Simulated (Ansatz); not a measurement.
A 10-atom cell of KLaMgWO6 (F-43m) from a materials database at its r2SCAN geometry, run in Ansatz 0.2.0 at 2 levels of theory. (Simulation; no magnetic order is allowed.)

The PBE+SOC input:
```yaml
crystal:
  lattice:
    - [0.0, 3.9476506011, 3.9476506011]
    - [3.9476506011, 0.0, 3.9476506011]
    - [3.9476506011, 3.9476506011, 0.0]
  atoms:
    - { symbol: K, position: [0.75, 0.75, 0.75] }
    - { symbol: La, position: [0.25, 0.25, 0.25] }
    - { symbol: Mg, position: [0.0, 0.0, 0.0] }
    - { symbol: W, position: [0.5, 0.5, 0.5] }
    - { symbol: O, position: [0.7420464921, 0.2579535079, 0.2579535079] }
    - { symbol: O, position: [0.2579535079, 0.7420464921, 0.7420464921] }
    - { symbol: O, position: [0.7420464921, 0.7420464921, 0.2579535079] }
    - { symbol: O, position: [0.2579535079, 0.2579535079, 0.7420464921] }
    - { symbol: O, position: [0.2579535079, 0.7420464921, 0.2579535079] }
    - { symbol: O, position: [0.7420464921, 0.2579535079, 0.7420464921] }
kpoints:
  mp_grid: { grid: [6, 6, 6] }
  band_path:
    path:
      - [0.0, 0.0, 0.0]
      - [-0.5, -0.5, 0.0]
      - [-0.375, -0.375, 0.25]
      - [-0.375, 0.0, 0.375]
      - [0.0, 0.0, 0.5]
      - [-0.5, -0.25, 0.25]
      - [0.0, 0.5, 0.5]
    npoints: 1
hamiltonian:
  xc: pbe
scf:
  occupations: { method: fixed }
  n_extra_bands: 12
magnetization:
  noncollinear: true
  spin_orbit: true
output:
  forces: true
  stress: true
  eigenvalues: true
```

Main results, then, where recorded, the levels near the gap in eV from the Fermi energy (columns number the bands from 0), one row a point of the path (Γ, X, U, K, L, W, X):
```
Crystal: 10 atoms, lattice volume = 123.040 Å³
Symmetry: 24 space group operations + 24 with time reversal
Magnetic group: BNS 216.75 (UNI 1577)
```
```
Basis set: ecut = 420 eV, 2421 PW (Γ)
k-points: 16 of 216 (time reversal used)
SCF converged after 11 iterations
Free energy (F): -23542.180260 eV
Fermi energy:    9.692128 eV
--- Forces (eV/Å), atoms counted from 1 ---
  atom   1  K       0.00000      0.00000      0.00000
  atom   2  La      0.00000      0.00000      0.00000
  atom   3  Mg      0.00000      0.00000      0.00000
  atom   4  W       0.00000      0.00000      0.00000
  atom   5  O     -0.26211      0.00000      0.00000
  atom   6  O       0.26211      0.00000      0.00000
  atom   7  O       0.00000      0.00000      0.26211
  atom   8  O       0.00000      0.00000    -0.26211
  atom   9  O       0.00000    -0.26211      0.00000
  atom  10  O       0.00000      0.26211      0.00000
--- Stress (GPa, compression-positive) ---
        4.443380       0.000000       0.000000
        0.000000       4.443380       0.000000
        0.000000       0.000000       4.443380
  P = ⅓ Tr σ = 4.4434 GPa (44.434 kbar)
```
```tsv
band_74	band_75	band_76	band_77	band_78	band_79	band_80	band_81	band_82	band_83	band_84	band_85
-0.016	-0.016	0.000	0.000	0.000	0.000	2.828	2.828	2.828	2.828	3.144	3.144
-0.823	-0.823	-0.737	-0.737	-0.051	-0.051	2.664	2.664	3.243	3.243	3.292	3.292
-0.955	-0.936	-0.740	-0.739	-0.243	-0.242	2.889	2.928	3.231	3.252	3.290	3.297
-0.955	-0.936	-0.740	-0.739	-0.243	-0.242	2.889	2.928	3.231	3.252	3.290	3.297
-0.615	-0.615	-0.567	-0.567	-0.344	-0.344	3.053	3.053	3.111	3.111	3.308	3.308
-1.151	-1.150	-0.618	-0.597	-0.383	-0.376	2.985	3.098	3.248	3.258	3.275	3.282
-0.823	-0.823	-0.737	-0.737	-0.051	-0.051	2.664	2.664	3.243	3.243	3.292	3.292
```

PBE+SOC gives an indirect gap of 2.66 eV, from Γ to X; the least direct gap is 2.72 eV at X.

r2SCAN. Against the first input these blocks differ (the band path and keys that only write files left aside):
```yaml
hamiltonian:
  xc: r2scan
scf:
  occupations: { method: fixed }
  n_extra_bands: 6
```
(magnetization left out)

```
Basis set: ecut = 500 eV, 3119 PW (Γ)
k-points: 16 of 216 (time reversal used)
SCF converged after 8 iterations
Free energy (F): -23555.345174 eV
Fermi energy:    9.337563 eV
--- Forces (eV/Å), atoms counted from 1 ---
  atom   1  K       0.00000      0.00000      0.00000
  atom   2  La      0.00000      0.00000      0.00000
  atom   3  Mg      0.00000      0.00000      0.00000
  atom   4  W       0.00000      0.00000      0.00000
  atom   5  O     -0.00006      0.00000      0.00000
  atom   6  O       0.00006      0.00000      0.00000
  atom   7  O       0.00000      0.00000      0.00006
  atom   8  O       0.00000      0.00000    -0.00006
  atom   9  O       0.00000    -0.00006      0.00000
  atom  10  O       0.00000      0.00006      0.00000
--- Stress (GPa, compression-positive) ---
        0.013581       0.000000       0.000000
        0.000000       0.013581       0.000000
        0.000000       0.000000       0.013581
  P = ⅓ Tr σ = 0.0136 GPa (0.136 kbar)
```
```tsv
band_37	band_38	band_39	band_40	band_41	band_42
0.000	0.000	0.000	3.304	3.304	3.304
-0.808	-0.808	-0.046	3.075	3.947	3.947
-0.960	-0.768	-0.242	3.349	3.898	3.910
-0.960	-0.768	-0.242	3.349	3.898	3.910
-0.602	-0.602	-0.357	3.582	3.654	3.654
-1.172	-0.613	-0.381	3.541	3.754	3.925
-0.808	-0.808	-0.046	3.075	3.947	3.947
```

r2SCAN gives an indirect gap of 3.08 eV, from Γ to X; the least direct gap is 3.12 eV at X. The mean stress is close to zero (0.01 GPa).

Totals of different functionals, or with and without spin-orbit coupling, can't be compared.

Only the levels marked +SOC include spin-orbit coupling.
